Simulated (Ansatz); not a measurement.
MoS$_{2}$ (3R-MoS2 type, space group R3m)

```yaml
crystal:
  lattice:
    - [1.57655, 0.91022, 5.99710]
    - [-1.57655, 0.91022, 5.99710]
    - [0.00000, -1.82045, 5.99710]
  atoms:
    - { symbol: Mo, position: [0.00002, 0.00002, 0.00002] }
    - { symbol: S, position: [0.75355, 0.75355, 0.75355] }
    - { symbol: S, position: [0.57974, 0.57974, 0.57974] }
```

The slice is a (1 -1 0 2) plane (indices of the conventional cell) through the point (0.580, 0.580, 0.580) (fractional), spanned by u = [1 0 -1] and v = [010] in vectors of this cell: u (3.15 Å) and v (6.27 Å, at 90° to u). It covers one period; positions are fractions (u, v).

The numbers are results of PBE-D3(BJ) (plane waves to 420 eV, PAW, scalar-relativistic; Ansatz, a program for electronic structure), not measurements. k mesh 12×12×12. These are valence fields of a PAW run, semicore shells included where kept as valence: close to a nucleus they are smooth pseudo fields. MoS2 is run without spin polarisation. MoS2 was relaxed with its symmetry unable to fall. This is one of several known forms of MoS2; the measured ambient cells at hand have space group No. 194.

### Question
Predict the map of the electrostatic potential energy of an electron, from the cell's mean on the slice.

### Answer
| v \ u | 0.00 | 0.14 | 0.29 | 0.43 | 0.57 | 0.71 | 0.86 |
|---|---|---|---|---|---|---|---|
| 0.96 | x | x | x | 8.6 | 8.6 | x | x |
| 0.86 | x | 2.6 | 8.2 | 10.3 | 10.3 | 8.2 | 2.6 |
| 0.75 | 10.5 | 10.6 | 10.8 | 10.9 | 10.9 | 10.8 | 10.6 |
| 0.64 | 9.1 | 9.6 | 10.3 | 10.5 | 10.5 | 10.3 | 9.6 |
| 0.54 | x | 4.1 | 7.9 | 8.9 | 8.9 | 7.9 | 4.1 |
| 0.43 | x | <2.0 | <2.0 | <2.0 | <2.0 | <2.0 | <2.0 |
| 0.32 | 5.8 | <2.0 | x | x | x | x | <2.0 |
| 0.21 | 6.0 | 2.8 | x | x | x | x | 2.8 |
| 0.11 | x | x | <2.0 | <2.0 | <2.0 | <2.0 | x |
| 0.00 | x | x | x | 8.0 | 8.0 | x | x |

Values: electrostatic potential energy of an electron, from the cell's mean, in eV. Points within 1 Å of a nucleus are blanked (x), as the pseudised field means little there. Values under 2 eV are set to 2. The zero, the cell's mean, hangs on the PAW cores.
